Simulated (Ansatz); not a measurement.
What a trial cell of Mg₃TiN₃ relaxes into

All numbers below come from DFT PBE, scalar-relativistic, plane waves, PAW (Ansatz). Cutoff 420 eV, Gaussian smearing, Γ-centred meshes. Cell and atoms relax first on a coarse mesh, the cell is then made exact in the group found at 0.06 to 0.08 Å, and last on a converged mesh; the steps can't lower the symmetry of their start. Collinear spin, starting moments Ti 1.0 (×2) μB.

The guess for Mg₃TiN₃ was proposed by analogy with related compounds (P6_3/m, No. 176). Its size is a guess.

Space group P6_3/m (No. 176). a = 6.570 Å, b = 6.570 Å, c = 4.900 Å, α = 90.00°, β = 90.00°, γ = 120.00°
```csv
atom,site,symmetry,x,y,z
Mg,6h,m..,0.0800,0.3500,0.7500
Ti,2c,-6..,0.6667,0.3333,0.7500
N,6h,m..,0.3860,0.3330,0.7500
```

Formation energies are uncorrected and refer to the elements' standard structures at the same level (N₂ as a molecule).

Question: Where does the relaxation end?

Answer: The symmetry goes from P6_3/m (No. 176) to P6_3/mmc (No. 194). The volume per atom grows by 5.4 %, from 13.1 to 13.8 Å³. The shortest distance goes from 1.84 Å (Ti–N) to 1.89 Å (Ti–N). The end is written in a standard setting, so origin, axes and order of atoms can differ from the start's. Conventional cell: a = 7.189 Å, c = 4.312 Å. Around Mg lie 4 N at 2.14–2.17 Å, 4 Mg at 2.94 Å and 2 Ti at 3.05 Å; Ti has 3 N at 1.89 Å and 6 Mg at 3.05 Å; around N lie 1 Ti at 1.89 Å and 4 Mg at 2.14–2.17 Å.

```cif
data_structure
_symmetry_space_group_name_H-M 'P6_3/mmc'
_symmetry_Int_Tables_number 194
_cell_length_a 7.1887
_cell_length_b 7.1887
_cell_length_c 4.3125
_cell_angle_alpha 90.000
_cell_angle_beta 90.000
_cell_angle_gamma 120.000
_cell_volume 193.00
loop_
_atom_site_label
_atom_site_type_symbol
_atom_site_symmetry_multiplicity
_atom_site_Wyckoff_symbol
_atom_site_fract_x
_atom_site_fract_y
_atom_site_fract_z
_atom_site_occupancy
Mg1 Mg 6 h 0.16061 0.32122 0.75000 1
Ti1 Ti 2 c 0.66667 0.33333 0.75000 1
N1 N 6 h 0.36251 0.18125 0.75000 1
```

Question: Give its energy and gap.

Answer: The energy over the elements is −0.83 eV/atom and the gap on the 6×6×8 mesh of the 14-atom cell is 0 eV (a metal). The net moment per atom is 0.00 μB and the moment by site is all under 0.1 μB.

A negative formation energy is needed for stability but isn't enough: competing phases decide.

The last run used collinear spin and Gaussian smearing of 0.10 eV. Symmetry constrained the relaxation, so the result can be a saddle point. Site moments count only spheres around the atoms; the net moment includes the space between them.
